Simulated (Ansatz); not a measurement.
Be: frozen-core PAW against all-electron methods

```
Be
1.0
     3.74681   -0.01873   -0.01873
    -0.01873    3.74681   -0.01873
    -0.01141   -0.01141    2.28128
Be
4
Direct
  0.29741 0.29741 0.00000
  0.70259 0.70259 0.00000
  0.20259 0.79741 0.50000
  0.79741 0.20259 0.50000
```

Atoms are numbered in the order listed.

The cell is the one relaxed in the Materials Project (mp-1008501), not relaxed further here; entries there can be hypothetical. The listed cell was then made from it by scaling, straining or moving an atom.

Methods: DFT, PBEsol, PAW with Ansatz's default frozen-core files, scalar-relativistic (Ansatz 0.2.0); DFT, PBEsol, all-electron PAW with datasets made for the crystal, scalar-relativistic (Ansatz 0.2.0); DFT, PBEsol, all-electron LAPW, scalar-relativistic (Ansatz 0.2.0).

For PAW: a Γ-centred 9×9×14 k mesh, Fermi–Dirac smearing of 0.05 eV, cutoff 420 eV, no spin polarisation; the PAW files were made with PBE, and the program remakes their frozen cores for this functional. The crystal-made all-electron datasets (AE datasets) take a cutoff of 240 eV at this cell. LAPW targets a basis error of 1 meV/atom. The Ansatz runs share mesh, smearing and spin set-up. Plane-wave (PAW) pressures include the program's estimate of the Pulay term.

Stress and pressure are positive in compression.

The change that made this cell: equal xy, yz and zx engineering shear strains of -1 %.

```json
{"quantity": "pressure (GPa)", "PAW": "?", "AE datasets": "-1.17", "LAPW": "-1.16"}
{"quantity": "stress xx (GPa)", "PAW": "?", "AE datasets": "-0.75", "LAPW": "-0.75"}
{"quantity": "stress zz (GPa)", "PAW": "?", "AE datasets": "-2.00", "LAPW": "-1.99"}
{"quantity": "stress yz (GPa)", "PAW": "1.65", "AE datasets": "1.65", "LAPW": "1.65"}
{"quantity": "stress xz (GPa)", "PAW": "1.65", "AE datasets": "1.65", "LAPW": "1.65"}
{"quantity": "stress xy (GPa)", "PAW": "1.33", "AE datasets": "1.33", "LAPW": "1.33"}
{"quantity": "force on Be1, z (eV/Å)", "PAW": "0.037", "AE datasets": "0.037", "LAPW": "0.037"}
```

Give the missing entry: row "stress zz (GPa)", column "PAW".

-1.91.

Fill in "PAW" for the row "pressure (GPa)".

-1.08.

Fill in "PAW" for the row "stress xx (GPa)".

-0.66.
